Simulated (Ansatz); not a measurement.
Consider the following.

MgTe:
```xyz
8
Lattice="4.5064 0.0000 0.0000 -2.2532 3.9027 0.0000 0.0000 0.0000 14.6891" Properties=species:S:1:pos:R:3 pbc="T T T"
Mg     0.0000     0.0000     0.0083
Mg     0.0000     0.0000     7.3528
Mg     2.2532     1.3009    11.0188
Mg     0.0000     2.6018     3.6743
Te     0.0000     0.0000    11.9375
Te     0.0000     0.0000     4.5930
Te     2.2532     1.3009     8.2589
Te     0.0000     2.6018     0.9144
```

This is the LDA-relaxed structure. Cartesian axes are those of the cell as given.

Q: All from plane-wave PAW LDA (Ansatz code), unless another level is named. Estimate the Debye temperature from the elastic constants.

A: 185 K.

Q: Predict the piezoelectric stress constants (proper, relaxed ions, C/m²).

A: e15 = e24 = 0.10, e31 = e32 = 0.11, e33 = -0.22.

Q: Predict the elastic constants (relaxed ions, GPa).

A: C11 = 56.1, C12 = 32.6, C13 = 27.5, C33 = 60.9, C44 = 10.4.

Space group P6_3mc. A made-up cell: these elements were put on the sites of a structure type; the Crystallography Open Database files this formula in space group No. 186, but the cells were not matched. Whether it is the stable phase at ambient conditions was not checked. The LDA relaxation kept the symmetry of its start; whether a distortion lowers the energy is not shown. Signs of piezoelectric constants follow the polarity of the cell as given. Spin–orbit coupling is left out wherever it is not named.

Potentials: the later of the program's two PAW sets.
